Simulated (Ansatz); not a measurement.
Hf:
```xyz
2
Lattice="3.2048 0.0000 0.0000 -1.6024 2.7754 0.0000 0.0000 0.0000 5.0673" Properties=species:S:1:pos:R:3 pbc="T T T"
Hf     0.0000     1.8503     3.8005
Hf     1.6024     0.9251     1.2668
```

Relaxed with PBE. Special points in fractions of this cell's reciprocal vectors: Γ (0.000, 0.000, 0.000); M (0.500, 0.000, 0.000); K (0.333, 0.333, 0.000); A (0.000, 0.000, 0.500); L (0.500, 0.000, 0.500); H (0.333, 0.333, 0.500).

Question: List the band energies nearest the Fermi level at these points for plane-wave PAW PBE (Ansatz code).

Answer: In eV from the Fermi level; about four levels below and three above (degenerate sets whole), none deeper than 8.9 eV; points with the same levels are listed once.

```
k                    below                          above
-  -----------------------  -----------------------------
Γ              -7.36 -3.70                 0.60 1.16 1.16
M  -3.35 -2.74 -2.22 -0.83                 0.77 0.85 1.65
K  -2.12 -1.81 -1.81 -1.45                 0.36 0.36 2.02
A              -5.40 -5.40  0.14 0.14 1.05 1.05 1.05 1.05
L  -3.40 -3.40 -0.99 -0.99            1.14 1.14 2.62 2.62
H  -1.46 -1.46 -0.22 -0.22            2.50 2.50 5.01 5.01
```

Space group P6_3/mmc (hcp (Mg type)). The PBE relaxation kept the symmetry of its start. The run is not spin-polarised. Spin–orbit coupling is left out wherever it is not named.

Potentials: the later of the program's two PAW sets.
